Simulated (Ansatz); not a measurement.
The elements of this relaxed trial crystal are hidden behind letters.

```
lattice vectors (Å)
   2.3190    1.3389   18.8892
  -2.3190    1.3389   18.8892
   0.0000   -2.6777   18.8892
fractional positions
X 0.0010 0.0010 0.0010
X 0.4001 0.4001 0.4001
X 0.7994 0.7994 0.7994
Z 0.1992 0.1992 0.1992
Z 0.6004 0.6004 0.6004
Q 0.3503 0.3503 0.3503
Q 0.7496 0.7496 0.7496
Q 0.1487 0.1487 0.1487
Q 0.5500 0.5500 0.5500
Q 0.9512 0.9512 0.9512
```

All numbers below come from Ansatz 0.2.0, DFT PBE, scalar-relativistic, plane waves, PAW. The final run on the 10-atom cell used 420 eV, a Γ-centred 6×6×6 mesh, 0.02 eV smearing and no spin polarisation.

```
Space group                               : R3m (No. 160)
Conventional cell                         : a = 4.638 Å, c = 56.667 Å
Volume per atom                           : 35.19 Å³
Density                                   : 4.42 g/cm³
Formation energy                          : −0.713 eV/atom
Gap on the 6×6×6 mesh of the 10-atom cell : 1.26 eV
```

Energies are uncorrected and count from the elements' standard states at the same level.

Question: X is an s-block element of period 3, Z is a d-block element of period 5 and Q is a p-block element of period 5. Which elements are they?

Answer: X = Mg, Z = Cd, Q = Te, so the formula is Mg3Cd2Te5. Density times volume gives a mean mass of 4.42 × 35.19/1.6605 = 93.7 u per atom, and this set has 93.6 u. Among the elements that the hints allow, noble gases aside, only these give it. Mg on its first site is surrounded by 4 Te at 2.82–2.83 Å; Cd on its first site is surrounded by 4 Te at 2.85–2.87 Å; around Te on its first site lie 4 Mg at 2.82–2.83 Å; 7 more sites not described.

These runs have no spin–orbit coupling, which can matter for Te. Kohn–Sham gaps at this level usually fall short of measured ones. The missing spin–orbit coupling can work the other way here. A later test with randomly moved atoms came back to the same energy, though modes that don't fit the test's cell weren't probed.
